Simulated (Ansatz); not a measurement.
**Two inputs for Si3N4**

Cell: a structure deposited in the COD, atoms as given.

Space group P6_3/m (No. 176); a = 7.6170, c = 2.9134 Å, γ = 120.00°.

| site | Wyckoff | site symmetry | x | y | z |
| --- | --- | --- | --- | --- | --- |
| Si | 6h | m.. | 0.1784 | 0.7749 | 0.2500 |
| N7 | 2c | -6.. | 0.3333 | 0.6667 | 0.2500 |
| N9 | 6h | m.. | 0.3359 | 0.0328 | 0.2500 |

One atom of each set is listed.

Reference run. Level of theory: DFT, PBE, plane waves and PAW, scalar-relativistic, 420 eV cutoff, Γ-centred 4×4×9 k-points, Fermi–Dirac smearing 0.02 eV (Ansatz 0.2.0).

Q: The input is changed as follows: `basis.xc_grid`: not typed → 2. What happens to V_zz (10²¹ V/m²) and η?

A: 

```json
{"site": "Si", "V_zz reference": "-0.73", "η reference": "0.21", "V_zz changed": "-0.73", "η changed": "0.21"}
{"site": "N7", "V_zz reference": "-5.17", "η reference": "0.00", "V_zz changed": "-5.17", "η changed": "0.00"}
{"site": "N9", "V_zz reference": "-4.88", "η reference": "0.10", "V_zz changed": "-4.88", "η changed": "0.10"}
```

All printed values agree. SCF iterations: 6 and 6.

On the reference run: At this cell the principal stresses reach 5 GPa in size with PBE, which can matter for small gradients. The largest force is 1.2 eV/Å, so the atoms aren't at the calculated equilibrium and relaxing them would move these values.
